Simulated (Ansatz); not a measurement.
AlN:
Space group P6₃mc (No. 186); a = b = 3.114 Å, c = 4.983 Å, α = β = 90.00°, γ = 120.00°

```json
[
 {"atom": "Al", "site": "2b", "symmetry": "3m.", "x": "0.6667", "y": "0.3333", "z": "0.4990"},
 {"atom": "N", "site": "2b", "symmetry": "3m.", "x": "0.3333", "y": "0.6667", "z": "0.3810"}
]
```

Relaxed with PBEsol.

Q: Decompose the optical modes at the zone centre into irreducible representations, and say which are infrared and Raman allowed.

A: Point group 6mm: Γ_opt = A1 + 2B1 + E1 + 2E2. Infrared: A1, E1. Raman: A1, E1, E2.

Q: Assign frequencies (DFPT, the program Ansatz at the PBEsol level (PAW); without the LO–TO term).

A: E2 235, B1 542, A1 606, E2 652, E1 663, B1 713 cm⁻¹.

Subscripts of B labels follow the axes of the standard setting.

Space group P6_3mc (wurtzite). The PBEsol relaxation kept the symmetry of its start.

Potentials: the earlier of the program's two PAW sets. The files were generated under PBE; for other functionals the program regenerates the frozen cores, and for LDA and PBEsol the local potential too.
